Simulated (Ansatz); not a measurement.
Here is the system:

TiS2:
```
TiS2
1.0
    3.31477     0.00000     0.00000
   -1.65739     2.87068     0.00000
    0.00000     0.00000     5.44636
Ti S
1 2
Cartesian
  0.00000   0.00000   0.00000
  0.00000   1.91378   1.42107
  1.65739   0.95689   4.02529
```

This is the LDA-relaxed structure.

Problem. All from DFT-LDA in the program Ansatz with PAW potentials, unless another level is named. Predict the Debye temperature from the elastic constants.

Solution. 409 K.

Problem. Give the zero-point energy.

Solution. 45.1 meV/atom.

Problem. Give the highest zone-centre frequency.

Solution. 388 cm^-1.

Space group P-3m1 (CdI2 type). Symmetry was held in the LDA relaxation; phonons on a q-mesh show no instability. No spin polarisation was allowed. A crystal of weakly bound layers computed without a dispersion correction: the cell and the soft elastic constants depend strongly on that. As this level gives no gap, shear constants depend on the k-mesh and smearing (Fermi–Dirac, 0.1 eV here). As this level gives no gap, phonon frequencies hold no LO–TO term and depend on the k-mesh and smearing (Fermi–Dirac, 0.1 eV here).

Potentials: the later of the program's two PAW sets.
